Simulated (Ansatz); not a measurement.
AlCo:
```yaml
crystal:
  lattice:
    - [2.82410, 0.00000, 0.00000]
    - [0.00000, 2.82410, 0.00000]
    - [0.00000, 0.00000, 2.82410]
  atoms:
    - { symbol: Al, position: [0.50000, 0.50000, 0.50000] }
    - { symbol: Co, position: [0.00000, 0.00000, 0.00000] }
```
The run is spin-polarised; directions of the spins, atom by atom: 0 0.

Relaxed with r²SCAN.

Task: Give the Bader charges and basin volumes of the independent atoms, r²SCAN in the plane-wave PAW code Ansatz.

Result: 

```tsv
atom	Bader charge (e)	Bader volume (Å³)
Al1	+2.06	4.8
Co2	-2.06	17.7
```

Space group Pm-3m (CsCl type). The r²SCAN relaxation kept the symmetry of its start. Magnetic state: ferromagnetic, the only order run, not a proven ground state. The cell computed holds one magnetic atom, so no antiferromagnetic order was within reach. Other orbital occupations within this spin state were not tried.

Potentials: the later of the program's two PAW sets.
